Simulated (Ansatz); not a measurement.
## PbAu, a known structure type with other elements, at an estimated volume

```xyz
4
Lattice="4.4380 0.0000 0.0000 0.0000 4.4380 0.0000 0.0000 0.0000 5.6210" Properties=species:S:1:pos:R:3 pbc="T T T"
Pb    0.0000    2.2190    1.3131
Pb    2.2190    0.0000    4.3079
Au    0.0000    0.0000    0.0000
Au    2.2190    2.2190    0.0000
```

Single point in Ansatz 0.2.0 with PBE, no spin polarisation. Cutoff 420 eV, PAW datasets, 8×8×6 Γ-centred k mesh, gaussian filling (width 0.0681 eV).

Is the cell too large or too small?

The pressure is 23.3 GPa (compression positive), so with the atoms held at these fractions the cell would first expand; the forces are large, so a full relaxation may end otherwise. The principal stresses 16.9, 26.5, 26.5 GPa differ, so its shape would change too.

Which atom feels the largest force, and which way?

The largest is on Pb1 (and as large on other atoms): 4.59 eV/Å, components (0.00, 0.00, 4.59). It makes 121° with the line to a nearest neighbour, Au3 at 2.58 Å.

Which element gives electrons and which takes them?

Bader charges in e: Pb +0.53, Au -0.53. In the mean Pb gives up most and Au takes most.

Metal or insulator?

It is a metal, with about 1.2 states/eV a cell as the mean within 0.25 eV of the Fermi level, mostly Pb p (76 %).

Is it stable against the elements?

0.69 eV an atom against the elements' usual phases (free molecules for gases, crystals otherwise, with no correction for O₂ or N₂), so at this geometry it isn't bound against them. Relaxing would lower it.

Origin: a known structure type with other elements, at an estimated volume, so it need not be a known compound. Caveats: atoms or cell far from equilibrium.
